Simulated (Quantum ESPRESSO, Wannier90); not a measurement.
# W (bcc (W type)): Wannier90 run

```
begin unit_cell_cart
ang
   -1.5851600000    1.5851600000    1.5851600000
    1.5851600000   -1.5851600000    1.5851600000
    1.5851600000    1.5851600000   -1.5851600000
end unit_cell_cart
begin atoms_frac
W    0.0000000000  0.0000000000  0.0000000000
end atoms_frac
```

Cell from Materials Project (mp-91), symmetrised, no further relaxation. This is the element's usual structure. Computed values, not measurements, from PBEsol: Quantum ESPRESSO (norm-conserving PseudoDojo potentials, cutoff 60 Ry, no spin polarisation, no spin-orbit coupling) on a Γ-centred 12×12×12 mesh, then Wannier90. Density: 18×18×18 mesh, cold smearing 0.01 Ry. Spin-orbit coupling is left out although heavy elements are present.

Functional, cutoff and mesh named above are those of the base row (1); the first column says what each row takes instead. Model: 9 functions from bands 5-21, start hydrogen-like W: s;p;d, disentangled but not localised (num_iter = 0), frozen window tied to the conduction edge or Fermi level of each row, as listed, which moves Ω_I and hoppings a little by itself. Energies are relative to the Fermi level; the misfit is to pw.x on a path, for states up to 1.0 eV relative to the Fermi level. The lattice is scaled uniformly, fractional positions fixed. The disentangled Ω_I can sit in another minimum from row to row.

```csv
scale,frozen to (eV),Ω_I (Å²),rms misfit (meV),bottom of band 5 (eV),on-site W1 pz minus W1 s (eV),"hopping modulus W1 pz – W1 pz, R = 1 1 0 (eV)","hopping modulus W1 pz – W1 dz2, R = 1 1 0 (eV)","hopping modulus W1 px – W1 s, R = 0 0 1 (eV)","hopping modulus W1 s – W1 s, R = 0 1 0 (eV)"
0.96,1.50,8.94,5.2,-10.28,7.73,3.097,1.576,1.322,1.342
0.98,1.50,9.03,4.1,-9.95,7.66,2.903,1.468,1.285,1.291
1,1.50,9.09,3.2,-9.63,7.63,2.745,1.368,1.246,1.239
1.02,1.50,9.18,2.5,-9.30,7.56,2.559,1.271,1.207,1.187
1.04,1.50,9.27,2.3,-8.96,7.49,2.387,1.182,1.167,1.135
```
